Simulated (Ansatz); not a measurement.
# TePtSe, first-principles data

TePtSe:
```
CELL_PARAMETERS angstrom
      3.89005     0.00000     0.00000
     -1.94503     3.36888     0.00000
      0.00000     0.00000     4.88407
ATOMIC_POSITIONS crystal
  Te 0.00000 0.00000 0.27121
  Pt 0.33333 0.66667 0.99028
  Se 0.66667 0.33333 0.73851
```

Space group P3m1 (No. 156); conventional cell a = 3.8901 Å, b = 3.8901 Å, c = 4.8841 Å, α = 90.00°, β = 90.00°, γ = 120.00°.

Method: the program Ansatz at the LDA level (PAW). Geometry: relaxed at this level of theory. Other levels are named where they apply.

Cell and energy:

```json
{
  "volume_per_atom": "21.34 Å³",
  "density": "10.42 g/cm³",
  "Formation energy from the elements (no fitted shifts)": "-0.41 eV/atom"
}
```

Electronic structure:

```json
{
  "electronic_character": "metallic (no gap)",
  "Density of states at the Fermi level": "0.33 states/eV per atom (mean over ±0.08 eV)"
}
```

Mechanics:

```json
{
  "Bulk modulus (Birch–Murnaghan fit)": "67.5 GPa",
  "Pressure derivative B′": "9.9"
}
```

Phonons:

```json
{
 "highest_zone_centre_frequency": "191 cm^-1",
 "zone_centre_stability": "no imaginary mode at Γ"
}
```

The first step of the workflow began from a Materials Project structure, measured or hypothetical; the Crystallography Open Database copy checked does not list it. With Te and Se taken as one species the cell has the higher symmetry P-3m1, so it may be an ordered model of a mixed-site phase. Its standing as an ambient phase is unchecked. The LDA relaxation kept the symmetry of its start. No spin polarisation was allowed. A crystal of weakly bound layers computed without a dispersion correction: the cell and the soft elastic constants depend strongly on that. As this level gives no gap, phonon frequencies hold no LO–TO term and depend on the k-mesh and smearing (Fermi–Dirac, 0.1 eV here). The references are the lowest solids computed at this level, not always the standard phases. Scalar-relativistic: spin–orbit coupling is off unless named, which matters more the heavier the elements.

Potentials: the later of the program's two PAW sets.
